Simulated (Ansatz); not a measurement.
Si3N4:
Space group I-43d (No. 220); a = b = c = 6.4424 Å, α = β = γ = 90.00°

```tsv
atom	site	symmetry	x	y	z
N	16c	.3.	0.0312	0.0312	0.0312
Si	12b	-4..	0.1250	0.5000	0.2500
```
(The calculation used a cell of 14 atoms; values per cell refer to that cell.)

Relaxed with r²SCAN. 

HSE06 on this cell (Ansatz, a first-principles code, PAW) gives a gap of 5.51 eV. What does r²SCAN give?

4.74 eV.

Cost on shared cores: the r²SCAN run (SCF on a 6×6×6 mesh, then bands and DOS) around 100 core-seconds (rough), the HSE06 run (SCF on 4×4×4, then a few points) very roughly 120 core-seconds; the tasks are unlike.

The workflow started from an entry of the Crystallography Open Database (COD), which files this formula under 4 space groups. It is not the phase usual at ambient conditions (space group No. 176). Symmetry was held in the r²SCAN relaxation; its stability against distortions is not shown here.

Potentials: the earlier of the program's two PAW sets. The files were generated under PBE; for other functionals the program regenerates the frozen cores, and for LDA and PBEsol the local potential too.

Ansatz is a plane-wave DFT program.
